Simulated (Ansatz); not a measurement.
## Data sheet: Bi₂Pt (DFT)

Bi2Pt:
```yaml
crystal:
  lattice:
    - [4.02613, 0.00000, 0.00000]
    - [-2.01306, 3.48673, 0.00000]
    - [0.00000, 0.00000, 5.60704]
  atoms:
    - { symbol: Bi, position: [0.33333, 0.66667, 0.73384] }
    - { symbol: Bi, position: [0.66667, 0.33333, 0.26616] }
    - { symbol: Pt, position: [0.00000, 0.00000, 0.00000] }
```

Space group P-3m1 (No. 164); conventional cell a = b = 4.0261 Å, c = 5.6070 Å, α = β = 90.00°, γ = 120.00°.

Method: plane-wave PAW PBEsol (Ansatz code). The cell and atoms are relaxed at this level. Other levels are named where they apply.

### Cell and energy

| Item | Result |
|---|---|
| Volume per atom | 26.24 Å³ |
| Density | 12.93 g/cm³ |
| Formation energy from the elements (no fitted shifts) | -0.20 eV/atom |

### Electronic structure

| Quantity | Result |
|---|---|
| Electronic character | metallic (no gap) |
| Density of states at the Fermi level | 0.63 states/eV per atom (mean over ±0.08 eV) |
| Gap with spin–orbit coupling | none (metallic) |

### Mechanics

| Quantity | Result |
|---|---|
| Bulk modulus (Birch–Murnaghan fit) | 50.0 GPa |
| Pressure derivative B′ | 10.3 |
| Elastic constants (relaxed ions, GPa) | C11 = 66.3, C12 = 37.9, C13 = 51.1, C14 = 10.9, C33 = 75.4, C44 = 24.6 |
| Mechanical stability | stable (all eigenvalues of C positive) |
| Hill bulk and shear moduli | 53.1 and 14.0 GPa |
| Young's modulus | 38.7 GPa |
| Poisson's ratio | 0.38 |
| Debye temperature from the elastic constants | 118 K |

### Phonons

| Item | Result |
|---|---|
| Highest zone-centre frequency | 131 cm⁻¹ |
| Zone-centre stability | no imaginary mode at Γ |

The workflow started from a Materials Project entry (that database holds measured and hypothetical structures alike); the Crystallography Open Database copy checked does not list it. COD files the formula under space group No. 205. Its standing as an ambient phase is unchecked. The PBEsol relaxation kept the symmetry of its start. No spin polarisation was allowed. As this level gives no gap, shear constants depend on the k-mesh and smearing (Fermi–Dirac, 0.1 eV here). As this level gives no gap, phonon frequencies hold no LO–TO term and depend on the k-mesh and smearing (Fermi–Dirac, 0.1 eV here). Axis ratios of metals converge slowly with the k-mesh, so a and c are less sure than the volume. The references are the lowest solids computed at this level, not always the standard phases. Spin–orbit coupling is left out wherever it is not named.

Potentials: the later of the program's two PAW sets.
